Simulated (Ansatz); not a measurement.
Space group P4_2/mnm (No. 136). a = 4.997 Å, b = 4.997 Å, c = 3.411 Å, α = 90.00°, β = 90.00°, γ = 90.00°
| atom | site | symmetry | x | y | z |
| --- | --- | --- | --- | --- | --- |
| Pb | 2a | m.mm | 0.0000 | 0.0000 | 0.0000 |
| O | 4f | m.2m | 0.3076 | 0.3076 | 0.0000 |

Equation of state of this PbO$_{2}$ structure (not necessarily the ground state), with shape and atoms relaxed at each volume where symmetry leaves them free. The calculation used Ansatz 0.2.0, DFT PBEsol, scalar-relativistic, plane waves, PAW.

Cutoff 420 eV; k points 8×8×10 on the computed 6-atom cell (Γ-centred); Gaussian smearing, width 0.10 eV; no spin polarisation.

```csv
V (Å³/atom),E − E(largest V) (meV/atom),P (GPa),gap on mesh (eV)
12.495,61.75,22.65,0.00
12.921,11.67,15.31,0.00
13.347,-20.70,9.26,0.00
13.773,-38.36,4.20,0.00
14.199,-43.76,0.02,0.00
14.625,-39.16,-3.35,0.05
15.051,-26.49,-6.09,0.00
15.619,0.00,-8.73,0.00
```

Question: Fit a third-order Birch–Murnaghan equation to E(V).

Answer: V0 = 14.21 Å³/atom, B0 = 123 GPa, B0' = 5.7.

Spin-orbit coupling is left out, which matters for the bands of heavy elements.